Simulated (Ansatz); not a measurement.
**Collinear states of YMn2**

Method: Ansatz 0.2.0, DFT PBE, scalar-relativistic, plane waves, PAW.

```cif
data_structure
_symmetry_space_group_name_H-M 'P 1'
_symmetry_Int_Tables_number 1
_cell_length_a 4.5681
_cell_length_b 4.5681
_cell_length_c 4.5681
_cell_angle_alpha 60.000
_cell_angle_beta 60.000
_cell_angle_gamma 60.000
_cell_volume 67.41
loop_
_atom_site_label
_atom_site_type_symbol
_atom_site_fract_x
_atom_site_fract_y
_atom_site_fract_z
_atom_site_occupancy
Y1 Y 0.00000 0.00000 0.00000 1
Mn1 Mn 0.50000 0.50000 0.50000 1
Mn2 Mn 0.75000 0.75000 0.75000 1
```

- plane-wave cutoff: 420 eV
- Γ-centred k-mesh: 12×12×12
- occupation rule: Gaussian smearing, 0.1 eV
- list of starting moments (μB, in atom order): 0 4 4
- check for lower electronic states after the SCF: off

Each order was relaxed in cell and atoms. Signs run over the atoms with starting moments. Site moments are spin moments in atom-centred spheres that scale with the neighbour distance. The states are those that the runs reached from these starts; a lower one can exist.

Q: Order the starts by the energy of the state that they reach, lowest first.
A. no spin
B. antiferromagnetic in the cell, signs +-
C. ferromagnetic

A: B (0.00 meV/atom), C (165 meV/atom), A (187 meV/atom).

| start | ends | energy above lowest (meV/atom) | site moments (μB) | gap on mesh (eV) | volume (Å³/atom) |
| --- | --- | --- | --- | --- | --- |
| no spin | non-magnetic | 187 | none over 0.05 | metal | 17.62 |
| ferromagnetic | ferromagnetic | 165 | Y -0.17, Mn +3.61, Mn +3.18 | metal | 22.32 |
| antiferromagnetic in the cell, signs +- | ferrimagnetic | 0.00 | Y -0.08, Mn +3.47, Mn -2.83 | metal | 20.95 |

Cost: 3 runs of about 6.1 core-minutes in all, on Arm Neoverse V1 (shared hosts).